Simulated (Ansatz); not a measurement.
## Ba6LiNb2IrCl2O12 — ⁹³Nb NMR of the central transition

Cell: a computed structure from the Materials Project (it need not be an observed phase).

```cif
data_Ba6LiNb2IrCl2O12
_symmetry_space_group_name_H-M 'Cm'
_symmetry_Int_Tables_number 8
_cell_length_a 11.0824
_cell_length_b 5.8886
_cell_length_c 15.0506
_cell_angle_alpha 90.000
_cell_angle_beta 94.133
_cell_angle_gamma 90.000
loop_
_atom_site_label
_atom_site_type_symbol
_atom_site_symmetry_multiplicity
_atom_site_Wyckoff_symbol
_atom_site_fract_x
_atom_site_fract_y
_atom_site_fract_z
Ba1 Ba 2 a 0.6931 0.0000 0.6224
Ba2 Ba 2 a 0.6844 0.0000 0.2038
Ba3 Ba 2 a 0.3431 0.0000 0.3583
Ba4 Ba 2 a 0.3474 0.0000 0.0736
Ba5 Ba 2 a 0.6427 0.0000 0.9418
Ba6 Ba 2 a 0.2869 0.0000 0.8021
Li Li 2 a 0.5004 0.0000 0.7277
Nb8 Nb 2 a 0.9969 0.0000 0.1854
Nb9 Nb 2 a 0.9918 0.0000 0.8148
Ir Ir 2 a 0.9943 0.0000 0.9954
Cl11 Cl 2 a 0.3599 0.0000 0.5902
Cl12 Cl 2 a 0.6952 0.0000 0.4170
O13 O 4 b 0.5606 0.7358 0.0885
O14 O 4 b 0.4078 0.7421 0.2365
O15 O 4 b 0.5805 0.7372 0.7498
O17 O 2 a 0.1479 0.0000 0.2541
O18 O 4 b 0.4326 0.2529 0.9035
O19 O 2 a 0.8401 0.0000 0.7484
O21 O 2 a 0.1478 0.0000 0.9229
O24 O 2 a 0.8437 0.0000 0.0727
```

One atom of each set is listed; the run and its k-mesh use a cell of 24 atoms with edges of 6.27, 6.27, 15.05 Å.

All values are calculated (Ansatz; DFT, PBE, plane waves and PAW, scalar-relativistic, 420 eV cutoff, Γ-centred 5×5×2 k-points, Fermi–Dirac smearing 0.02 eV), not measured.

⁹³Nb has I = 9/2 and Q = -320.0 mb (Pyykkö 2018); at 18.8 T its Larmor frequency is ν₀ = 196.5 MHz (from the bare nuclear moment; shielding lowers the observed one by a per cent or two). Only the quadrupole interaction is simulated: positions count from each site's isotropic chemical shift, and shift anisotropy, dipolar and J coupling are left out.

The Nb sites: Nb8 (1 atom; 6 O at 1.90–2.31 Å); Nb9 (1 atom; 6 O at 1.89–2.29 Å).

Fitted components of the simulated spectrum:

```json
{"component": "A", "|C_Q| (MHz)": "24.9", "η": "0.70"}
{"component": "B", "|C_Q| (MHz)": "47.5", "η": "0.52"}
```

Q: Which site most likely gives which component?

A: By the calculation, A is Nb9, B is Nb8. Like point charges on the first shell alone (each adding as 1/d³) would give the same order.

The largest force is 0.5 eV/Å, so the atoms aren't at the calculated equilibrium and relaxing them would move these values. Without spin–orbit coupling (the program notes it for Nb) the gradients are little affected as a rule: paired runs on crystals with a gap mostly move them by under 2 % at such atoms.

The run took 2.3 min of wall time (4.5 min of CPU time) and 1.5 GiB at its peak, on 2 threads of Arm Neoverse V2 (aarch64; 28 cores open to the job, memory cap 5.0 GiB, no GPU), a shared host with a load of 1.0 a core.
